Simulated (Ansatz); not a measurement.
## 5 guesses for InGa3Se2 and where they end

Level of theory: DFT PBE, scalar-relativistic, plane waves, PAW (Ansatz 0.2.0). Settings: cutoff 420 eV, Γ-centred meshes spaced at most about 0.3 Å⁻¹, and about 0.25 Å⁻¹ or finer for metals (2π included), Gaussian smearing. No spin polarisation in the final relaxations.

Each guess was relaxed in cell and atoms at zero pressure, within the symmetry of its start. All energies are static (0 K, no zero-point motion). Coordination counts Se atoms around Ga and In (those within 1.25 times the shortest such distance or 1.15 times the sum of covalent radii; a plus sign parts nearer from farther groups; the shortest distance is added where it is long for a bond; a slash parts the counts of unlike sites).

| guess | made from | start group | V start (Å³/atom) | end group | V end (Å³/atom) | coordination at the end | gap on mesh (eV) | E over the lowest end (meV/atom) |
| --- | --- | --- | --- | --- | --- | --- | --- | --- |
| 1 | random cell | P6/mmm | 17.0 | ? | ? | ? | ? | ? |
| 2 | random cell | I4/mmm | 26.5 | I4/mmm | 28.1 | In 4, Ga 4/8 from 3.8 Å | 0 | 76 |
| 3 | random cell | P4mm | 22.4 | P4mm | 29.6 | In 4, Ga 1/4+4 from 4.2 Å | 0 | 8 |
| 4 | LuB2Ru3 type | P6/mmm | 22.4 | P6/mmm | 24.6 | In 6 from 3.6 Å, Ga 4 | 0 | 0 |
| 5 | ErCo3Ge2 type | P6mm | 21.3 | P6mm | 24.6 | In 6 from 3.6 Å, Ga 4 | 0 | 0 |

Guess 1 as it starts:

```cif
data_structure
_symmetry_space_group_name_H-M 'P6/mmm'
_symmetry_Int_Tables_number 191
_cell_length_a 4.4755
_cell_length_b 4.4755
_cell_length_c 5.8762
_cell_angle_alpha 90.000
_cell_angle_beta 90.000
_cell_angle_gamma 120.000
_cell_volume 101.93
loop_
_atom_site_label
_atom_site_type_symbol
_atom_site_symmetry_multiplicity
_atom_site_Wyckoff_symbol
_atom_site_fract_x
_atom_site_fract_y
_atom_site_fract_z
_atom_site_occupancy
In1 In 1 a 0.00000 0.00000 0.00000 1
Ga1 Ga 2 d 0.33333 0.66667 0.50000 1
Ga2 Ga 1 b 0.00000 0.00000 0.50000 1
Se1 Se 2 e 0.00000 0.00000 0.16039 1
```

Task: Fill in the missing row: what does this guess relax into, and where does it rank?

Result: It ends in space group P6/mmm (No. 191), with a = 4.905 Å, c = 10.203 Å, 35.4 Å³/atom and no gap. It lies 176 meV/atom over the lowest end, above guess 2 and so the highest of the set. Counting Se atoms around Ga and In, this end has In 2, Ga 2/6 from 3.7 Å and the lowest (guess 4) has In 6 from 3.6 Å, Ga 4.

```cif
data_structure
_symmetry_space_group_name_H-M 'P6/mmm'
_symmetry_Int_Tables_number 191
_cell_length_a 4.9053
_cell_length_b 4.9053
_cell_length_c 10.2032
_cell_angle_alpha 90.000
_cell_angle_beta 90.000
_cell_angle_gamma 120.000
_cell_volume 212.61
loop_
_atom_site_label
_atom_site_type_symbol
_atom_site_symmetry_multiplicity
_atom_site_Wyckoff_symbol
_atom_site_fract_x
_atom_site_fract_y
_atom_site_fract_z
_atom_site_occupancy
In1 In 1 a 0.00000 0.00000 0.00000 1
Ga1 Ga 2 d 0.33333 0.66667 0.50000 1
Ga2 Ga 1 b 0.00000 0.00000 0.50000 1
Se1 Se 2 e 0.00000 0.00000 0.25954 1
```

Formation energies are uncorrected and refer to the elements' standard structures at the same level.

Task: Is the lowest end bound against the elements?

Result: Yes: its formation energy is −0.04 eV/atom. Whether it is stable depends on the other phases of the system, which aren't compared here.

For metals, differences of a few meV/atom aren't resolved. The reference form of Se is held partly by dispersion forces, which this level lacks. Cells relaxed within their symmetry can be saddle points. A lower structure may well exist outside this small set. Some types were kept out of the candidates beforehand, so the set may lack a known form.
